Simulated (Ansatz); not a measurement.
In2Au, DFT, LDA, all-electron PAW with datasets made for the crystal, scalar-relativistic (Ansatz 0.2.0), run on 1 thread of Arm Neoverse V1 on a shared host.

The cell is COD entry 9009001, as deposited and not checked against the literature; nothing was relaxed. The listed cell was then made from it by scaling, straining or moving an atom.

Command: `ansatz run input.yaml --threads 1 --pin off --max-ram 4096MiB --backend cpu --events-out ev --progress --plain --runs-dir out`

```yaml
crystal:
  lattice:
    - [0.0, 3.21849, 3.251]
    - [3.21849, 0.0, 3.251]
    - [3.21849, 3.21849, 0.0]
  atoms:
    - { symbol: In, position: [0.25, 0.25, 0.25] }
    - { symbol: In, position: [0.75, 0.75, 0.75] }
    - { symbol: Au, position: [0.0, 0.0, 0.0] }
kpoints:
  mp_grid: { grid: [10, 10, 10] }
scf:
  occupations: { method: fermi_dirac, width: 0.05 }
hamiltonian:
  xc: lda
  pseudopotentials: { kind: all_electron, datasets: crystal }
output:
  forces: true
  stress: true
  eigenvalues: true
  efg: { contact_densities: true }
```

Q: How large is the problem that the program sets up?

A: 102 irreducible k-points, 625 plane waves at Γ, 23 bands.

Q: About how long does it take, and how much memory does it use?

A: 41 s of wall time for 11 SCF iterations, with a peak of 0.94 GiB. Times on shared machines scatter by tens of per cent.

Q: And the same cell and mesh by PAW with the default files, asked for forces, stress, eigenvalues, efg, on the same hardware?

A: 13 s, peak memory 0.48 GiB.
